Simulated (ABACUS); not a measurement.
Input and output of a self-consistent single point for CoSi2 (Fm-3m, 12 atoms in the cell; from Materials Project mp-2379, changed as shown) (ABACUS).

All values come from this method and carry its errors: PBE, numerical atomic orbitals SZP (confined pseudo-atomic orbitals with Gaussian additions; energy shift 0.003 Ry), PseudoDojo 0.5 standard norm-conserving PBE (tails mended) pseudopotentials (ABACUS).

The change in words: lattice scaled by 0.98. Reference geometry (Fm-3m):
```
CoSi2
1.0
    5.31284     0.00000     0.00000
    0.00000     5.31284     0.00000
    0.00000     0.00000     5.31284
Co Si
4 8
Direct
  0.00000   0.00000   0.00000
  0.00000   0.50000   0.50000
  0.50000   0.00000   0.50000
  0.50000   0.50000   0.00000
  0.25000   0.25000   0.75000
  0.25000   0.75000   0.75000
  0.25000   0.75000   0.25000
  0.25000   0.25000   0.25000
  0.75000   0.25000   0.25000
  0.75000   0.75000   0.25000
  0.75000   0.75000   0.75000
  0.75000   0.25000   0.75000
```

Reference input (self-consistent single point, DFT, PBE, numerical atomic orbitals SZP (confined pseudo-atomic orbitals with Gaussian additions; energy shift 0.003 Ry), PseudoDojo 0.5 standard norm-conserving PBE (tails mended) pseudopotentials): basis = SZP numerical atomic orbitals, energy shift 0.003 Ry; KPT = Gamma 7 7 7 0 0 0; basis_type = lcao; ecutwfc = 100 Ry; smearing_method = fd; smearing_sigma = 0.00734986 Ry; potentials = PseudoDojo 0.5 standard norm-conserving PBE (tails mended); symmetry = 1; symmetry_prec = 1e-05; ks_solver = scalapack_gvx; scf_nmax = 100; scf_thr = 1.0e-07. This run's input differs from it in these lines:

```diff
@@ -30,8 +30,8 @@
 LATTICE_CONSTANT
-10.039813
+9.839016
 
 LATTICE_VECTORS
-   0.9999999546    0.0000000000    0.0000000000
-   0.0000000000    0.9999999546    0.0000000000
-   0.0000000000    0.0000000000    0.9999999546
+   0.9999999914    0.0000000000    0.0000000000
+   0.0000000000    0.9999999914    0.0000000000
+   0.0000000000    0.0000000000    0.9999999914
 
@@ -44,5 +44,5 @@
    0.0000000000    0.0000000000    0.0000000000 1 1 1
-   0.0000000000    5.0199062720    5.0199062720 1 1 1
-   5.0199062720    0.0000000000    5.0199062720 1 1 1
-   5.0199062720    5.0199062720    0.0000000000 1 1 1
+   0.0000000000    4.9195079576    4.9195079576 1 1 1
+   4.9195079576    0.0000000000    4.9195079576 1 1 1
+   4.9195079576    4.9195079576    0.0000000000 1 1 1
 
@@ -51,10 +51,10 @@
 8
-   2.5099531360    2.5099531360    7.5298594080 1 1 1
-   2.5099531360    7.5298594080    7.5298594080 1 1 1
-   2.5099531360    7.5298594080    2.5099531360 1 1 1
-   2.5099531360    2.5099531360    2.5099531360 1 1 1
-   7.5298594080    2.5099531360    2.5099531360 1 1 1
-   7.5298594080    7.5298594080    2.5099531360 1 1 1
-   7.5298594080    7.5298594080    7.5298594080 1 1 1
-   7.5298594080    2.5099531360    7.5298594080 1 1 1
+   2.4597539788    2.4597539788    7.3792619363 1 1 1
+   2.4597539788    7.3792619363    7.3792619363 1 1 1
+   2.4597539788    7.3792619363    2.4597539788 1 1 1
+   2.4597539788    2.4597539788    2.4597539788 1 1 1
+   7.3792619363    2.4597539788    2.4597539788 1 1 1
+   7.3792619363    7.3792619363    2.4597539788 1 1 1
+   7.3792619363    7.3792619363    7.3792619363 1 1 1
+   7.3792619363    2.4597539788    7.3792619363 1 1 1
 # file: KPT
```

Output (repeated stretches shortened):

```
 SELF-CONSISTENT
 -------------------------------------------

                  longest orb rcut (Bohr) = 8.1
   longest nonlocal projector rcut (Bohr) = 1.94
                     search radius (Bohr) = 20.1

                          real space grid = [ 64, 64, 64 ]
                                 init_chg = atomic

 LCAO ALGORITHM --------------- ION=   1  ELEC=   1--------------------------------

 Density error is 0.0809902533773
 E_KohnSham     -1291.0637323676     -17565.8232413469
 E_Fermi        1.0113681326         13.7603693788

 LCAO ALGORITHM --------------- ION=   1  ELEC=   2--------------------------------

   [... lines left out ...]

   [... 8 blocks of this kind left out ...]

 LCAO ALGORITHM --------------- ION=   1  ELEC=  11--------------------------------

 Density error is 1.35354136792e-07
 E_KohnSham     -1291.8931394058     -17577.1079030269
 E_Fermi        1.0715309674         14.5789267406

 LCAO ALGORITHM --------------- ION=   1  ELEC=  12--------------------------------

 Density error is 1.94578374134e-08
 E_KohnSham     -1291.8931394059     -17577.1079030281
 E_KS(sigma->0) -1291.8876156818     -17577.0327489063
 E_entropy(-TS) -0.0110474482        -0.1503082436
 E_Fermi        1.0715309468         14.5789264602
 charge density convergence is achieved
 final etot is -17577.107903 eV
 EFERMI = 14.57892646 eV

 STATE ENERGY(eV) AND OCCUPATIONS    NSPIN == 1
   [... 58 lines left out ...]

 TOTAL-FORCE (eV/Angstrom)
                       Co1         0.0000000000         0.0000000000         0.0000000000
                       Co2         0.0000000000         0.0000000000         0.0000000000
                       Co3         0.0000000000         0.0000000000         0.0000000000
                       Co4         0.0000000000         0.0000000000         0.0000000000
                       Si1         0.0000000000         0.0000000000         0.0000000000
                       Si2         0.0000000000         0.0000000000         0.0000000000
                       Si3         0.0000000000         0.0000000000         0.0000000000
   [... lines left out ...]

 TOTAL-STRESS (KBAR)
       272.7795384532        -0.0000000000        -0.0000000000
         0.0000000000       272.7795384532         0.0000000000
        -0.0000000000         0.0000000000       272.7795384532
 TOTAL-PRESSURE: 272.779538 KBAR

 --------------------------------------------
 !FINAL_ETOT_IS -17577.1079030281252926 eV
 --------------------------------------------
```

The run converged in 12 iterations. Against the reference run the free energy rises by 89.4 meV/atom and the pressure goes from 12.48 to 27.28 GPa.

The atom-centred basis is finite, which shifts total energies and pressures against plane waves. The run has no spin polarisation, so moments on Co cannot form. A single-zeta basis is rough, for pressures and forces above all. The structure comes from a collection of computed structures, made at another level of theory; the collection holds predicted forms beside known ones. At this pressure the cell is far from its equilibrium volume at this level.

Cost on one core: very roughly 50 core-seconds.

The atomic orbitals were generated for these runs; they are not ABACUS's published sets and were checked against plane waves on a few crystals only.

“Tails mended”: in these copies of the files the far tail of each local potential was reset to the Coulomb form.
